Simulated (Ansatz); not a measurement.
GePd₂:
```cif
data_Ge3Pd6
_chemical_formula_sum 'Ge3 Pd6'
_space_group_name_H-M_alt 'P-62m'
_space_group_IT_number 189
_space_group_name_Hall 'P -6 -2'
_cell_length_a 6.70414
_cell_length_b 6.70414
_cell_length_c 3.40045
_cell_angle_alpha 90.000
_cell_angle_beta 90.000
_cell_angle_gamma 120.000
loop_
_atom_site_label
_atom_site_type_symbol
_atom_site_symmetry_multiplicity
_atom_site_Wyckoff_symbol
_atom_site_fract_x
_atom_site_fract_y
_atom_site_fract_z
_atom_site_occupancy
Ge1 Ge 2 c 0.33333 0.66667 0.00000 1
Ge2 Ge 1 b 0.00000 0.00000 0.50000 1
Pd1 Pd 3 g 0.39058 0.39058 0.50000 1
Pd2 Pd 3 f 0.00000 0.27032 0.00000 1
```

Relaxed with PBEsol.

Problem. Which orbitals make up the states near the Fermi level in DFT-PBEsol in the program Ansatz with PAW potentials?

Solution. Within 0.5 eV of the Fermi level: Pd 4d 45 %, Ge 4p 40 %, Ge 4s 8 %, outside the projected shells 7 %. Projections are on Löwdin-orthogonalised atomic valence shells; empty p or d shells of many metals are not among them.

Problem. Tabulate the density of states.

Solution. States/eV per cell of 9 atoms, in 0.25 eV bins, energy from the Fermi level.

```
E (eV)  total  Pd 4d  Ge 4p  Ge 4s
------  -----  -----  -----  -----
-7.85    0.00   0.00   0.00   0.00
-7.60    0.00   0.00   0.00   0.00
-7.35    0.00   0.00   0.00   0.00
-7.10    0.00   0.00   0.00   0.00
-6.85    0.00   0.00   0.00   0.00
-6.60    1.07   0.46   0.56   0.00
-6.35    4.46   1.99   2.24   0.03
-6.10    6.18   2.95   2.93   0.05
-5.85    7.08   3.80   3.00   0.04
-5.60    4.72   2.79   1.77   0.03
-5.35    3.48   2.38   1.02   0.01
-5.10   11.21   8.33   2.66   0.06
-4.85   12.59   9.92   2.49   0.05
-4.60   13.55  10.60   2.71   0.07
-4.35   15.04  13.42   1.36   0.09
-4.10   14.17  12.60   1.17   0.16
-3.85   14.61  12.91   1.26   0.16
-3.60   15.13  13.36   1.29   0.15
-3.35   12.47  11.25   0.93   0.09
-3.10   11.72  10.41   1.03   0.09
-2.85    9.58   8.74   0.61   0.09
-2.60   11.37  10.78   0.41   0.08
-2.35   10.05   9.50   0.37   0.08
-2.10   23.73  22.82   0.59   0.12
-1.85   19.37  18.39   0.55   0.24
-1.60   12.23  11.32   0.54   0.21
-1.35    9.69   8.42   0.89   0.18
-1.10    6.82   4.84   1.36   0.33
-0.85    4.49   2.70   1.26   0.26
-0.60    3.99   2.12   1.31   0.28
-0.35    3.32   1.59   1.23   0.24
-0.10    2.15   0.94   0.87   0.16
0.15     1.73   0.70   0.76   0.13
0.40     1.33   0.53   0.59   0.11
0.65     1.40   0.57   0.62   0.13
0.90     1.89   0.74   0.86   0.17
1.15     3.73   1.45   1.69   0.36
1.40     3.91   1.37   1.91   0.36
1.65     4.18   1.34   2.13   0.37
1.90     4.04   1.22   2.06   0.40
2.15     2.73   0.75   1.46   0.24
2.40     2.72   0.70   1.50   0.19
2.65     3.21   0.76   1.87   0.13
2.90     4.41   1.02   2.60   0.12
3.15     3.63   0.80   2.22   0.08
3.40     2.73   0.56   1.69   0.06
3.65     1.98   0.35   1.12   0.04
3.90     2.04   0.29   1.01   0.04
4.15     2.86   0.29   0.95   0.04
4.40     1.73   0.14   0.54   0.03
4.65     1.83   0.11   0.39   0.03
```

The first step of the workflow began from a Materials Project structure, measured or hypothetical; the Crystallography Open Database copy checked does not list it. Whether it is the stable phase at ambient conditions was not checked. The PBEsol relaxation kept the symmetry of its start; whether a distortion lowers the energy is not shown. The run is not spin-polarised. Spin–orbit coupling is left out wherever it is not named.

Potentials: the later of the program's two PAW sets.
